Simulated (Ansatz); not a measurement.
Profile along the B–N line in BN (h-BN type, space group P6_3/mmc)

BN (h-BN type, space group P6_3/mmc)

Space group P6₃/mmc (No. 194); a = b = 2.500 Å, c = 6.413 Å, α = β = 90.00°, γ = 120.00°

| atom | site | symmetry | x | y | z |
|---|---|---|---|---|---|
| B | 2c | -6m2 | 0.3333 | 0.6667 | 0.2500 |
| N | 2d | -6m2 | 0.6667 | 0.3333 | 0.2500 |

Fields along a shortest B–N line of a (0001) plane (1.44 Å), from B to N, interpolated on the slice's grid (step about 0.1 Å). All values below come from PBEsol-D3(BJ) (plane waves to 420 eV, PAW, scalar-relativistic; Ansatz, a program for electronic structure). k mesh 15×15×5. Near the nuclei the fields are pseudised (PAW); where an atom keeps semicore shells as valence, they peak there. BN was relaxed with its symmetry unable to fall. The PAW data are Ansatz's earlier set.

| distance from B (Å) | valence electron density (e/Å³) | electron localisation function | density of the highest valence band (e/Å³) | density of the lowest conduction band (e/Å³) |
|---|---|---|---|---|
| 0.00 | 0.34 | x | 0.002 | 0.001 |
| 0.07 | 0.37 | x | 0.003 | 0.001 |
| 0.14 | 0.47 | x | 0.010 | 0.001 |
| 0.22 | 0.63 | x | 0.020 | 0.001 |
| 0.29 | 0.82 | x | 0.031 | 0.002 |
| 0.36 | 1.00 | 0.47 | 0.042 | 0.002 |
| 0.43 | 1.16 | 0.70 | 0.052 | 0.003 |
| 0.50 | 1.31 | 0.85 | 0.061 | 0.005 |
| 0.58 | 1.45 | 0.91 | 0.069 | 0.008 |
| 0.65 | 1.61 | 0.93 | 0.077 | 0.011 |
| 0.72 | 1.80 | 0.93 | 0.086 | 0.017 |
| 0.79 | 2.06 | 0.92 | 0.095 | 0.023 |
| 0.86 | 2.41 | 0.90 | 0.104 | 0.032 |
| 0.94 | 2.83 | 0.85 | 0.108 | 0.042 |
| 1.01 | 3.27 | 0.76 | 0.108 | 0.052 |
| 1.08 | 3.61 | 0.59 | 0.101 | 0.063 |
| 1.15 | 3.76 | x | 0.082 | 0.072 |
| 1.22 | 3.71 | x | 0.056 | 0.079 |
| 1.30 | 3.55 | x | 0.030 | 0.085 |
| 1.37 | 3.40 | x | 0.010 | 0.088 |
| 1.44 | 3.33 | x | 0.002 | 0.089 |

x: too close to a nucleus for the ELF to mean much. Band densities are of whole bands, smooth part only.

Density on the B–N line (1.44 Å) at its midpoint: 1.80 e/Å³. ELF at that point: 0.9. ELF maximum in the middle third of the B–N line: 0.93, 0.7 Å from B.
